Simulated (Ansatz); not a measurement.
LiYSe2 in space group R-3m (No. 166; Li on 3b, Y on 3a, Se on 6c), plane-wave PAW r²SCAN (Ansatz code). The conduction-band minimum lies at F, with 3 equivalent valleys. Second derivatives d²E/dk² of the lowest band at one valley (eV·Å²), along Cartesian directions:

```csv
direction,d²E/dk²
[100],14.32
[010],22.23
[001],14.59
[110],11.43
[101],7.804
[011],14.57
```

Find the principal effective masses, the density-of-states mass and the conductivity mass.

Off-diagonal terms follow from H_xy = H[110] − (H_xx + H_yy)/2, and m*/mₑ = 7.620 eV·Å² over each eigenvalue: 0.29, 0.37, 1.7. One valley's DOS mass (m₁m₂m₃)^(1/3) = 0.57, conductivity mass 3/(Σ 1/mᵢ) = 0.45 mₑ.

What effective density of states Nc follows at 300 K for parabolic valleys?

Nc = 2.509e19 × 3 × (0.57)^(3/2) ≈ 3.2e19 cm⁻³.

The first step of the workflow began from a Materials Project structure, measured or hypothetical; the Crystallography Open Database copy checked does not list it. With Li and Y taken as one species the cell has the higher symmetry Fm-3m, so it may be an ordered model of a mixed-site phase. Its standing as an ambient phase is unchecked. Symmetry was held in the r²SCAN relaxation; its stability against distortions is not shown here. No spin polarisation was allowed. Spin–orbit coupling is left out wherever it is not named.

Potentials: the later of the program's two PAW sets.

Edges and masses are those of Kohn–Sham bands, whose gap is no quasiparticle gap.
